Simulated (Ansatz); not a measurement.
LaPt3:
```
LaPt3
1.0
    4.21386     0.00000     0.00000
    0.00000     4.21386     0.00000
    0.00000     0.00000     4.21386
Pt La
3 1
Cartesian
  0.00000   2.10693   2.10693
  2.10693   0.00000   2.10693
  2.10693   2.10693   0.00000
  0.00000   0.00000   0.00000
```

Relaxed with r²SCAN. Special points in fractions of this cell's reciprocal vectors: Γ (0.000, 0.000, 0.000); X (0.000, 0.500, 0.000); M (0.500, 0.500, 0.000); R (0.500, 0.500, 0.500).

Task: List the band energies nearest the Fermi level at these points for the program Ansatz at the r²SCAN with spin–orbit coupling level (PAW).

Result: In eV from the Fermi level; about four levels below and three above (degenerate sets whole), none deeper than 8.9 eV; points with the same levels are listed once.

```
k                    below                above
-  -----------------------  -------------------
Γ  -0.27 -0.27 -0.10 -0.10  0.38 0.38 0.38 0.38
X  -1.53 -1.53 -0.73 -0.73  0.29 0.29 2.22 2.22
M  -1.15 -1.15 -0.60 -0.60  1.84 1.84 1.85 1.85
R  -0.36 -0.36 -0.29 -0.29  0.04 0.04 0.04 0.04
```

Space group Pm-3m (Cu3Au type). The workflow started from an entry of the Crystallography Open Database (COD). Whether it is the stable phase at ambient conditions was not checked. The r²SCAN relaxation kept the symmetry of its start; whether a distortion lowers the energy is not shown. No spin polarisation was allowed.

Potentials: the later of the program's two PAW sets.
